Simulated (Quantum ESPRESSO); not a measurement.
B$_{4}$N$_{3}$O (made-up cell) (calculated)

Calculation on a made-up crystal cell, not a measurement: periodic Kohn-Sham density functional theory in plane waves with PseudoDojo standard norm-conserving scalar-relativistic pseudopotentials, each functional with its own files (v0.5 for PBE, v0.4.1 for LDA and PBEsol), no spin polarisation, no spin-orbit coupling, atoms not relaxed, stress positive in tension, energies less a fixed whole-eV offset for each atom's element; levels are Kohn-Sham levels at fractions of this cell's reciprocal vectors, counted from the reference band (half the neutral cell's valence electrons, rounded up) at Gamma; error bars cover cutoff and k-mesh only, not smearing or the files; added strain carries the atoms with the cell, and shear is the tensor component; each bar is the largest change over components, and at least 0.002 eV, 0.002 eV per angstrom or 0.02 GPa; energies are for the whole cell, and the offsets were chosen from early runs and are not element reference energies. Program: Quantum ESPRESSO 7.5.

B$_{4}$N$_{3}$O (made-up cell)

Unstrained structure:
```
CELL_PARAMETERS angstrom
2.65450 0.01680 0.00730
0.02910 4.57590 -0.04420
0.01190 -0.04170 4.35670
ATOMIC_POSITIONS crystal
B 0.98702 0.01183 0.00058
B 0.47860 0.51038 0.99242
B 0.50803 0.15982 0.50262
B 0.01310 0.66623 0.49966
O 0.98824 0.01035 0.37089
N 0.49829 0.50686 0.37397
N 0.49857 0.16097 0.86990
N 0.00000 0.67523 0.86248
```

| Item | Value |
| --- | --- |
| lattice type | wurtzite |
| functional | pbe |
| cutoff | 1143 eV |
| fermi dirac smearing | 0.1 eV |
| scf tolerance | 1e-07 eV |
| electrons removed | 0 |
| added strain kind | biaxial xx and yy |
| added strain | -0.0145 |
| k mesh | 9 x 6 x 6, shifted by half a step |
| structure shown | before the added strain of -0.0145 |
| free energy less offsets | -3.501 eV |
| smearing term minus ts | -0.05175 eV |
| scf iterations | 10 |
| pressure | -9.86 GPa |
| stress xx | 1.443 GPa |
| stress yy | 13.09 GPa |
| stress zz | 15.05 GPa |
| stress yz | -2.248 GPa |
| stress xz | -0.9258 GPa |
| stress xy | 4.237 GPa |
| fermi level | 0.8201 eV |
| reference band | 17 |
| error bar energy | 0.002493 eV |
| error bar stress | 0.1753 GPa |
| error bar force | 0.01855 eV/Å |
| error bar next band up | 0.002 eV |
| error bar fermi level | 0.002901 eV |
| error bars from | tighter rerun of a related cell |

Atoms:
```tsv
atoms element	atom site	atom energy offset (eV)
B	1	-79
B	2	-79
B	3	-79
B	4	-79
O	5	-452
N	6	-283
N	7	-283
N	8	-283
```

Forces:
```tsv
site	x (eV/Å)	y (eV/Å)	z (eV/Å)
1	0.4164	-0.5418	-2.601
2	0.9827	-0.5715	0.3848
3	0.2041	3.136	1.856
4	-0.7638	-2.445	1.247
5	-0.1267	-0.4831	-0.9719
6	0.3536	-0.142	-0.9511
7	-0.4899	1.341	-0.01197
8	-0.5763	-0.2931	1.048
```

Levels:
```tsv
level k point	next band up (eV)
Gamma	1.93
(1/2,1/2,1/2)	1.11
(0.15,0,0)	1.384
(0,0.15,0)	1.944
(0,0,0.15)	1.58
```
